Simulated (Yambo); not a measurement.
Yambo run on Li4SrP2 (space group R-3m, No. 166). The wavefunctions come from this Quantum ESPRESSO step (PBEsol, PseudoDojo standard norm-conserving files, scalar-relativistic):

```
&CONTROL
  calculation = 'nscf'
  pseudo_dir = './pseudo'
  outdir = './out'
/
&SYSTEM
  ibrav = 0
  nat = 7
  ntyp = 3
  ecutwfc = 74.0
  ecutrho = 296.0
  occupations = 'fixed'
  force_symmorphic = .true.
  nbnd = 129
/
&ELECTRONS
  conv_thr = 7.000000000000001e-09
  diago_full_acc = .true.
  diago_thr_init = 1e-08
/
ATOMIC_SPECIES
Li 6.9400 Li.upf
P 30.9738 P.upf
Sr 87.6200 Sr.upf
CELL_PARAMETERS angstrom
  2.136919997000   1.233751336000   7.844683000000
 -2.136919997000   1.233751336000   7.844683000000
  0.000000000000  -2.467502672000   7.844683000000
ATOMIC_POSITIONS crystal
Li   0.429833000000   0.429833000000   0.429833000000
Li   0.570167000000   0.570167000000   0.570167000000
Li   0.137980000000   0.137980000000   0.137980000000
Li   0.862020000000   0.862020000000   0.862020000000
P   0.754527000000   0.754527000000   0.754527000000
P   0.245473000000   0.245473000000   0.245473000000
Sr   0.000000000000   0.000000000000   0.000000000000
K_POINTS automatic
4 4 4 0 0 0
```

Yambo input:

```
rim_cut
gw0
dyson
el_el_corr
HF_and_locXC
ppa
em1d
RandQpts= 1000000
RandGvec= 1 Ry
EXXRLvcs= 74 Ry
VXCRLvcs= 296 Ry
Chimod= "HARTREE"
% BndsRnXp
 5 | 128 |
%
NGsBlkXp= 6 Ry
% LongDrXp
 1.0 | 1.0 | 1.0 |
%
PPAPntXp= 27.2114 eV
% GbndRnge
 1 | 128 |
%
GTermKind= "BG"
DysSolver= "n"
ExtendOut
% QPkrange
 1 | 1 | 16 | 17 |
 3 | 3 | 16 | 17 |
 7 | 7 | 16 | 17 |
 13 | 13 | 16 | 17 |
%
```

k points by index: 1 = Γ, 3 = L, 7 = F, 13 = Z.

Resulting energies as the program prints them:

```
#    K-point    Band    Eo [eV]    E [eV]    E-Eo [eV]    Vxc [eV]    Vnlxc [eV]    Sc|Eo [eV]    Sc|E [eV]    dSc/dw|Eo [eV]    Re(Z)    Im(Z)
#
    1    16    0.000000    -0.667478    -0.667478    -11.10620    -13.24011    1.263402    1.466425    -8.275227    0.766803    -0.001851
    1    17    1.656859    1.935119    0.278261    -8.533593    -4.610669    -3.571923    -3.644664    -7.109292    0.792853    -0.001755
    3    16    -0.825270    -1.527651    -0.702381    -10.74837    -13.23863    1.569745    1.787878    -8.449104    0.763063    -0.001921
    3    17    1.590410    1.990388    0.399978    -8.870673    -4.635341    -3.729312    -3.835354    -7.211188    0.790506    -0.001781
    7    16    -1.111818    -1.786585    -0.674767    -10.63136    -13.12870    1.611181    1.822571    -8.522903    0.761487    -0.001930
    7    17    0.895583    1.145299    0.249716    -8.020541    -4.254575    -3.451680    -3.516250    -7.031780    0.794648    -0.001759
    13    16    -0.226959    -0.911192    -0.684233    -10.97063    -13.21736    1.353329    1.562500    -8.316981    0.765901    -0.001876
    13    17    2.937378    3.452361    0.514983    -9.895591    -5.143844    -4.095779    -4.236764    -7.446570    0.785136    -0.001916
```
(The two width columns are left out.) Convergence of these settings isn't established.

Geometry of the Materials Project entry, not relaxed at this level.

The structure is a Materials Project entry; no match was found in the copy of COD used, and its stability was not checked.
